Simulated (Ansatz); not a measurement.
La4S3N2:
```yaml
crystal:
  lattice:
    - [6.71223, 0.00000, 0.00000]
    - [0.00000, 15.67248, 0.00000]
    - [0.00000, 0.00000, 4.08695]
  atoms:
    - { symbol: La, position: [0.27127, 0.84440, 0.00000] }
    - { symbol: La, position: [0.72873, 0.15560, 0.00000] }
    - { symbol: La, position: [0.77127, 0.65560, 0.50000] }
    - { symbol: La, position: [0.22873, 0.34440, 0.50000] }
    - { symbol: La, position: [0.71996, 0.93500, 0.50000] }
    - { symbol: La, position: [0.28004, 0.06500, 0.50000] }
    - { symbol: La, position: [0.21996, 0.56500, 0.00000] }
    - { symbol: La, position: [0.78004, 0.43500, 0.00000] }
    - { symbol: S, position: [0.21186, 0.70141, 0.50000] }
    - { symbol: S, position: [0.78814, 0.29859, 0.50000] }
    - { symbol: S, position: [0.71186, 0.79859, 0.00000] }
    - { symbol: S, position: [0.28814, 0.20141, 0.00000] }
    - { symbol: S, position: [0.00000, 0.00000, 0.00000] }
    - { symbol: S, position: [0.50000, 0.50000, 0.50000] }
    - { symbol: N, position: [0.87293, 0.58313, 0.00000] }
    - { symbol: N, position: [0.12707, 0.41687, 0.00000] }
    - { symbol: N, position: [0.37293, 0.91687, 0.50000] }
    - { symbol: N, position: [0.62707, 0.08313, 0.50000] }
```

Relaxed with r²SCAN. Special points in fractions of this cell's reciprocal vectors: Γ (0.000, 0.000, 0.000); X (0.500, 0.000, 0.000); S (0.500, 0.500, 0.000); Y (0.000, 0.500, 0.000); Z (0.000, 0.000, 0.500); U (0.500, 0.000, 0.500); R (0.500, 0.500, 0.500); T (0.000, 0.500, 0.500).

Task: List the band energies nearest the valence-band maximum at these points for r²SCAN in the plane-wave PAW code Ansatz.

Result: In eV from the valence-band maximum; about four levels below and three above (degenerate sets whole), none deeper than 8.9 eV; points with the same levels are listed once.

```json
[
 {"k": "Γ", "below": "-0.81 -0.64 -0.56 -0.56", "above": "1.42 1.54 2.62"},
 {"k": "X", "below": "-0.75 -0.75 -0.35 -0.35", "above": "2.36 2.36 2.53 2.53"},
 {"k": "S", "below": "-0.78 -0.78 -0.34 -0.34", "above": "2.41 2.41 2.52 2.52"},
 {"k": "Y", "below": "-0.81 -0.81 -0.57 -0.57", "above": "1.53 1.53 2.81 2.81"},
 {"k": "Z", "below": "-0.62 -0.62 -0.21 -0.21", "above": "2.52 2.52 2.70 2.70"},
 {"k": "U", "below": "-0.37 -0.37 0.00 0.00", "above": "2.64 2.64 2.95 2.95"},
 {"k": "R", "below": "-0.34 -0.34 0.00 0.00", "above": "2.74 2.74 2.81 2.81"},
 {"k": "T", "below": "-0.57 -0.57 -0.25 -0.25", "above": "2.45 2.45 2.86 2.86"}
]
```

Space group Pnnm. The first step of the workflow began from a Materials Project structure, measured or hypothetical; the Crystallography Open Database copy checked does not list it. Whether it is the stable phase at ambient conditions was not checked. The r²SCAN relaxation kept the symmetry of its start; its stability against distortions is not shown here. Scalar-relativistic: spin–orbit coupling is off unless named, which matters more the heavier the elements.

Potentials: the later of the program's two PAW sets.
